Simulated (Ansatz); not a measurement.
LaP:
```yaml
crystal:
  lattice:
    - [0.00000, 2.98933, 2.98933]
    - [2.98933, 0.00000, 2.98933]
    - [2.98933, 2.98933, 0.00000]
  atoms:
    - { symbol: P, position: [0.50000, 0.50000, 0.50000] }
    - { symbol: La, position: [0.00000, 0.00000, 0.00000] }
```

Relaxed with PBEsol. Special points in fractions of this cell's reciprocal vectors: Γ (0.000, 0.000, 0.000); X (0.500, 0.000, 0.500); U (0.625, 0.250, 0.625); K (0.375, 0.375, 0.750); L (0.500, 0.500, 0.500); W (0.500, 0.250, 0.750).

**Question.** List the band energies nearest the Fermi level at these points for plane-wave PAW PBEsol (Ansatz code).

**Answer.** In eV from the Fermi level; about four levels below and three above (degenerate sets whole), none deeper than 8.9 eV; points with the same levels are listed once.

```json
[
 {"k": "Γ", "below": "–", "above": "0.11 0.11 0.11"},
 {"k": "X", "below": "-0.83 -0.20 -0.07 -0.07", "above": "2.99 3.03 3.11 3.11"},
 {"k": "U", "below": "-8.41 -1.62 -0.95 -0.92", "above": "1.34 2.89 2.90"},
 {"k": "L", "below": "-7.60 -3.13 -1.71 -1.71", "above": "2.52 2.83 2.83"},
 {"k": "W", "below": "-8.38 -1.70 -0.97 -0.97", "above": "2.23 2.23 3.06 3.06"}
]
```

Space group Fm-3m (rock salt). The workflow started from an entry of the Crystallography Open Database (COD). Its standing as an ambient phase is unchecked. Symmetry was held in the PBEsol relaxation; of distortions, only those at the zone centre were tested. Spin–orbit coupling is left out wherever it is not named.

Potentials: the later of the program's two PAW sets.
